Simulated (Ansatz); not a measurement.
Starting cell, MgO (rock salt):

```xyz
2
Lattice="0.0000 2.1022 2.1022 2.1022 0.0000 2.1022 2.1022 2.1022 0.0000" Properties=species:S:1:pos:R:3 pbc="T T T"
O      0.0000     0.0000     0.0000
Mg     2.1022     2.1022     2.1022
```

In this cell atom 1 (O, nearest neighbour Mg at 2.102 Å; its periodic images, 3.0 Å or more away, move with it) is moved by s along Cartesian x, unit vector (1.000, 0.000, 0.000); all other atoms and the cell stay fixed.

Method: r2SCAN (plane waves to 500 eV, PAW, scalar-relativistic; Ansatz, a quantum-chemistry and plane-wave program). k mesh 11×11×11 (Γ-centred), Fermi-Dirac smearing 0.05 eV. E stands for the smeared free energy. MgO was relaxed with its symmetry unable to fall. The zero of ΔE is the undisplaced structure.

| s (Å) | ΔE (meV/cell) |
|---|---|
| -0.420 | 840 |
| -0.336 | 453 |
| -0.252 | withheld |
| -0.168 | 88 |
| -0.084 | 20 |
| 0.000 | 0 |
| 0.084 | 20 |
| 0.168 | 88 |
| 0.252 | withheld |
| 0.336 | 453 |
| 0.420 | 840 |

### Question
Fit an even polynomial form (powers 2, 4) to the given rows and predict ΔE at s = 0.252.

### Answer
Least squares on the 9 given rows: ΔE = (2716)·s² + (11580)·s⁴, in meV/cell with s in Å; root-mean-square residual 1.2 meV/cell. At 0.252 the fit gives 219 meV/cell; the calculation gives 220 meV/cell, so the interpolation is off by -1 (-0.5 %). The quadratic term alone would give 172 meV/cell.

(A displaced cell: forces are minus the slopes of the energy, force constants its curvatures, and phonons follow from these.)
